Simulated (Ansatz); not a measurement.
Trial structure of Hf4C, not yet relaxed:

```xyz
5
Lattice="0.0000 3.3498 4.7838 3.0819 0.0000 4.7838 3.0819 3.3498 0.0000" Properties=species:S:1:pos:R:3 pbc="T T T"
Hf    3.0819    1.8408    4.7838
Hf    3.0819    4.8588    4.7838
Hf    4.6228    5.0247    7.1756
Hf    1.5409    1.6749    2.3919
C     0.0000    0.0000    0.0000
```

Theory: DFT PBE, scalar-relativistic, plane waves, PAW in Ansatz. Plane waves to 420 eV, a k mesh through Γ of 4×4×4 on the computed 5-atom cell and Gaussian smearing (0.10 eV); no spin polarisation.

Formation energies are uncorrected and refer to the elements' standard structures at the same level.

**Question.** Estimate its pressure, forces and energy as it stands.

**Answer.** The pressure is 19.4 GPa (the mean over three directions, positive in compression), the largest force is 6.89 eV/Å, and the energy is +1.31 eV/atom against the elements. The shortest distance is 1.84 Å.

**Question.** Is it a good guess?

**Answer.** A rough one: relaxing gains about 0.35 eV/atom (the start's value is from the coarse mesh, so the gain is rough) in 11 ionic steps and ends at +0.96 eV/atom on the finer mesh. The symmetry stays Fmmm (No. 69). The volume per atom grows by 10.2 %, from 19.8 to 21.8 Å³. The shortest distance goes from 1.84 Å (Hf–C) to 2.05 Å (Hf–C). Conventional cell: a = 5.905 Å, b = 6.988 Å, c = 10.554 Å. Hf on a site of symmetry m2m has 1 C at 2.05 Å and 7 Hf at 2.89–3.04 Å; around Hf on a site of symmetry 222 lie 6 Hf at 2.95–3.04 Å, 4 C at 3.49 Å and 2 Hf at 3.49 Å; C is surrounded by 2 Hf at 2.05 Å, 4 Hf at 3.29 Å and 8 Hf at 3.49 Å.

The last run used a 10×10×10 mesh for its 5-atom cell and Gaussian smearing of 0.10 eV. These runs have no spin–orbit coupling, which can matter for Hf. The reference form of C is held partly by dispersion forces, which this level lacks. The relaxation can't lower the symmetry of the start, and the grade says only how near the guess is to its own end. Symmetry constrained the relaxation, so the result can be a saddle point. Another cell of Hf4C relaxed alike, in P-3m1, lies 1.33 eV/atom lower, so this cell isn't the stable form at this level.
